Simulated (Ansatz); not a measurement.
Relaxed candidate structures of Bi₂Se₃:

A. C2/m (No. 12), mS20; a = 17.6998 Å, b = 4.2094 Å, c = 9.3810 Å, α = γ = 90.00°, β = 121.28°; Bi 4i (0.127, 0.000, 0.433); Bi 4i (0.162, 0.500, 0.042); Se 4i (0.242, 0.000, 0.324); Se 4i (0.151, 0.000, 0.828); Se 4i (0.039, 0.500, 0.209)

B. R-3m, hexagonal axes (No. 166), hR5, AFLOW prototype A2B3_hR5_166_c_ac (C33, as in Bi2Te3); a = b = 4.1319 Å, c = 28.5168 Å, α = β = 90.00°, γ = 120.00°; Bi 6c (0.000, 0.000, 0.400); Se 3a (0.000, 0.000, 0.000); Se 6c (0.000, 0.000, 0.211)

C. I4₁md (No. 109), tI20; a = 6.8043 Å, b = 6.8043 Å, c = 18.8290 Å, α = 90.00°, β = 90.00°, γ = 90.00°; Bi 4a (0.000, 0.000, 0.802); Bi 4a (0.000, 0.000, 0.055); Se 8b (0.000, 0.253, 0.167); Se 4a (0.000, 0.000, 0.274)

D. P-3m1 (No. 164), hP5; a = b = 4.1199 Å, c = 9.9065 Å, α = β = 90.00°, γ = 120.00°; Bi 2d (0.333, 0.667, 0.194); Se 1a (0.000, 0.000, 0.000); Se 2d (0.667, 0.333, 0.352)

E. P4/mbm (No. 127), tP10; a = 8.0528 Å, b = 8.0528 Å, c = 3.9713 Å, α = 90.00°, β = 90.00°, γ = 90.00°; Se 2a (0.000, 0.000, 0.000); Se 4h (0.361, 0.139, 0.500); Bi 4g (0.185, 0.315, 0.000)

**Question.** Put the candidates in order of energy per atom, lowest first, for PBEsol (plane waves to 420 eV, PAW, scalar-relativistic; Ansatz, a quantum-chemistry and plane-wave program).

**Answer.** B (reference, the lowest among the structures calculated here), D (+0.007 eV/atom), A (+0.048 eV/atom), E (+0.16 eV/atom), C (+0.76 eV/atom)

1 run with a doubtful electronic state, a coarser numerical grid, an end not at rest or a source that can't be used is left out. Each run could gain symmetry but not lose that of its start, so entries can be saddle points. From databases, or of a type measured for this composition: R-3m, hR5, AFLOW prototype A2B3_hR5_166_c_ac (C33, as in Bi2Te3); the others are generated cells (placed on structure types, drawn at random, substituted or restacked) that were not matched to a known phase here. Static energies at zero pressure. No spin polarisation in the result. Spin-orbit coupling is missing; with elements this heavy it can move band edges by tenths of an eV or more. Gaps of cells over 8 atoms come from the SCF mesh and high-symmetry points alone.
